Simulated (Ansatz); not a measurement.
Relaxed-ion elastic tensor of SrVO₃ (cubic perovskite, space group No. 221) in GPa (Voigt order), DFT-r²SCAN in the program Ansatz with PAW potentials; density 5.47 g/cm³, 11.33 Å³ per atom.

|  | 1 | 2 | 3 | 4 | 5 | 6 |
|---|---|---|---|---|---|---|
| 1 | 322 | 132 | 132 | 0.0 | 0.0 | 0.0 |
| 2 | 132 | 322 | 132 | 0.0 | 0.0 | 0.0 |
| 3 | 132 | 132 | 322 | 0.0 | 0.0 | 0.0 |
| 4 | 0.0 | 0.0 | 0.0 | 126 | 0.0 | 0.0 |
| 5 | 0.0 | 0.0 | 0.0 | 0.0 | 126 | 0.0 |
| 6 | 0.0 | 0.0 | 0.0 | 0.0 | 0.0 | 126 |

Is the crystal mechanically stable?

Yes: the smallest eigenvalue of C is 126 GPa.

Work out the Voigt, Reuss and Hill averages.

K_V = 195, K_R = 195, K_H = 195; G_V = 114, G_R = 111, G_H = 112 GPa.

Give Young's modulus, Poisson's ratio, Pugh's ratio and the universal anisotropy index.

E = 9KG/(3K + G) = 283 GPa; ν = 0.26; K/G = 1.74 (near the Pugh limit of 1.75, no verdict); A_U = 5G_V/G_R + K_V/K_R − 6 = 0.10.

Estimate the sound speeds and the Debye temperature.

v_l = √((K + 4G/3)/ρ) = 7950 m/s, v_t = √(G/ρ) = 4530 m/s, mean 5040 m/s; Θ = (h/k)(3n/4πV)^(1/3) v_m = 668 K.

Give the Zener ratio and Young's modulus along [100], [110] and [111].

A = 2C44/(C11 − C12) = 1.33; 1/E = S11 − 2(S11 − S12 − S44/2)Γ with Γ = 0, 1/4, 1/3 gives 245, 292, 311 GPa.

Space group Pm-3m (cubic perovskite). The r²SCAN relaxation kept the symmetry of its start. The final state is ferromagnetic, chosen from 3 collinear starts compared on coarse meshes (ties went to the first, and starts can fall back to one state), not a proven ground state. Other orbital occupations within this spin state were not tried. No Hubbard U is applied. The compound may be a true metal, but semilocal functionals without U, or a wrong spin order, can also close a gap. As this level gives no gap, shear constants depend on the k-mesh and smearing (Fermi–Dirac, 0.1 eV here).

Potentials: the later of the program's two PAW sets.
